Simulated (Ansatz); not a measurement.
Magnetic orders of CuO2

All numbers below come from Ansatz 0.2.0, DFT PBEsol, scalar-relativistic, plane waves, PAW.

```
Cu O
1.0
     0.00000    2.38448    2.38448
     2.38448    0.00000    2.38448
     2.38448    2.38448    0.00000
Cu O
1 2
Direct
  0.00000 0.00000 0.00000
  0.25000 0.25000 0.25000
  0.75000 0.75000 0.75000
```

```
plane-wave cutoff                               : 420 eV
Γ-centred k-mesh                                : 16×16×16
occupation rule                                 : Gaussian smearing, 0.1 eV
list of starting moments (μB, in atom order)    : 1 0 0
check for lower electronic states after the SCF : off
```

All runs keep this geometry, which stands near equilibrium for the lowest state (largest force there 0.000 eV/Å, pressure 0.0 GPa; forces reach 0.13 eV/Å in another state) and needn't be a stable compound; relaxing each order can shift differences of a few meV. A propagation vector, in units of the reciprocal vectors, doubles the cell, which takes an equally dense mesh. The large starts are 2.5 0 0 μB. The small starts are 0.5 0 0 μB. Site moments are spin moments in atom-centred spheres that scale with the neighbour distance. The states are those that the runs reached from these starts; a lower one can exist.

**Question.** Starts tried: no spin; ferromagnetic; large parallel starting moments; antiferromagnetic, doubled cell, propagation vector (0, 0, 1/2); antiferromagnetic, doubled cell, propagation vector (0, 1/2, 1/2); small parallel starting moments. Which state comes out lowest, and what are the moments?

**Answer.** The lowest state is ferromagnetic, reached from the start “ferromagnetic” and the start “large parallel starting moments” and the start “small parallel starting moments”, with site moments (μB) Cu +0.63, O +0.63 (×2).

```
                                                            start ends energy above lowest (meV/atom) site moments (μB) gap on mesh (eV) P (GPa)
                                                          no spin non-magnetic                            82.7                                  none over 0.05             metal     -1.6
                                                    ferromagnetic ferromagnetic                            0.00                          Cu +0.63, O +0.63 (×2) metal      0.0
                                  large parallel starting moments ferromagnetic                            0.00                          Cu +0.63, O +0.63 (×2) metal      0.0
  antiferromagnetic, doubled cell, propagation vector (0, 0, 1/2) antiferromagnetic                            59.4  Cu +0.49, O +0.39 (×2), O -0.39 (×2), Cu -0.49             metal     -0.4
antiferromagnetic, doubled cell, propagation vector (0, 1/2, 1/2) antiferromagnetic                            72.4                              Cu +0.44, Cu -0.44             metal     -1.1
                                  small parallel starting moments ferromagnetic                            0.00                          Cu +0.63, O +0.63 (×2) metal      0.0
```